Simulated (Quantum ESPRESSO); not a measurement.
One change at a time to GaIn2Re3Zr2

These are calculations, not measurements. They come from Quantum ESPRESSO 7.5, a public plane-wave density functional program. Each row is one single-point run on a made-up periodic cell of eight metal atoms, with elements, volume, strain and displacements drawn at random and not relaxed, so a cell may be unstable or far from any real phase. There is no spin polarisation or spin-orbit coupling.

Settings: PBE unless stated; PseudoDojo standard norm-conserving files; Fermi-Dirac width 0.25 eV, which means electrons at about 2900 K; cutoff 1088 eV; 8 x 5 x 2 k mesh shifted half a step off Gamma. E is the free energy of the whole cell (internal energy minus TS), so a -TS column is already part of it. Stress is positive in tension, and the pressure P is minus a third of its trace.

Checks: one run of this series was repeated at a higher cutoff and on a denser mesh, which moved values by no more than 0.002 eV, 0.07 GPa and 0.019 eV/Å, and a second program with other atomic files agreed on it to 2 % rms in force and 0.5 GPa in pressure. Known limits: heavy elements are run without spin-orbit coupling, which real alloys of them have; a spin test at this wide smearing found no moment, but such smearing suppresses magnetism that the real alloy may have.

The lattice is face-centred cubic, and the cell vectors in Å are (0.000, 2.184, 2.184); (-4.368, 0.000, 0.000); (0.000, -8.736, 8.736), a volume of 166.68 Å³ in run 1. The elements on sites 1 to 8 are In Ga Zr Re Zr In Re Re. Each later run makes one change to run 1 and keeps the rest. E is counted from run 1, and is n/a where other atomic files have another zero of energy.

```
run,change,V (Å³),P (GPa),-TS (eV),rms force (eV/Å),largest change of a force component (eV/Å),E (eV)
1,none,166.68,-14.05,-1.763,1.179,0.000,0.000
2,sites 2 and 8 exchanged,166.68,-12.62,-1.795,1.158,1.335,0.221
3,all lengths scaled by -1.66 %,158.51,-9.23,-1.656,1.307,0.415,-0.599
4,LDA in place of PBE,166.68,-21.64,-1.776,1.118,0.267,n/a
5,Al on site 5,166.68,-14.66,-1.560,1.130,0.505,n/a
6,site 8 moved by -0.09 Å along y,166.68,-14.00,-1.772,1.185,0.098,?
```

## Worked estimate

Along the move dE = -F dx. The force on site 8 along y is 1.625 eV/Å in run 1 and 1.677 eV/Å in run 6, and the move is -0.09 Å, so the mean force times the move gives an estimate.

## Withheld value

Question: what E should run 6 give?

The estimate is 0.149 eV. The calculation gave 0.148 eV.
